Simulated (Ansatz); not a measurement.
# Ir: tetragonal deformation path

All numbers below come from DFT r2SCAN, scalar-relativistic, plane waves, PAW (Ansatz). Settings: plane waves to 500 eV, k-mesh 24×24×24 (Γ-centred), Gaussian smearing 0.15 eV. Spin–orbit coupling is left out, which can shift energies with elements as heavy as these. No spin polarisation. Energies are free energies at this smearing, counted from the undisturbed cell; pressure is positive in compression.

The starting cell (as given, not relaxed at this level; it stands at 1.5 GPa):

```yaml
crystal:
  lattice:
    - [0.00000, 1.91970, 1.91970]
    - [1.91970, 0.00000, 1.91970]
    - [1.91970, 1.91970, 0.00000]
  atoms:
    - { symbol: Ir, position: [0.00000, 0.00000, 0.00000] }
```

At fixed volume and fractional coordinates, lengths along (0.000, 0.000, 1.000) are scaled against those across it; ρ is that ratio over its starting value. The cell is metallic on the mesh throughout. At ρ = 0.707 the cell becomes cubic (Im-3m), and there the slope of the energy vanishes by symmetry.

| ρ | ΔE (meV/atom) |
| --- | --- |
| 0.650 | 580.8 |
| 0.707 | 711.3 |
| 0.780 | 529.0 |
| 0.850 | 264.6 |
| 0.920 | 76.2 |
| 0.960 | 18.9 |
| 1.000 | 0.0 |
| 1.050 | 28.0 |
| 1.100 | 106.9 |
| 1.200 | 374.3 |
| 1.300 | 720.7 |
| 1.414 | 1172.5 |
| 1.500 | 1546.0 |

(1) Predict the pressure (GPa) at each point.

## Answers

(1)
```tsv
ρ	pressure (GPa)
0.650	12.6
0.707	14.5
0.780	11.2
0.850	6.4
0.920	3.0
0.960	1.9
1.000	1.5
1.050	2.1
1.100	3.9
1.200	10.4
1.300	20.5
1.414	35.5
1.500	49.4
```

Cost: 13 runs of about 3.7 core-minutes in all, on AMD EPYC 7R43 (Zen 3) (shared hosts).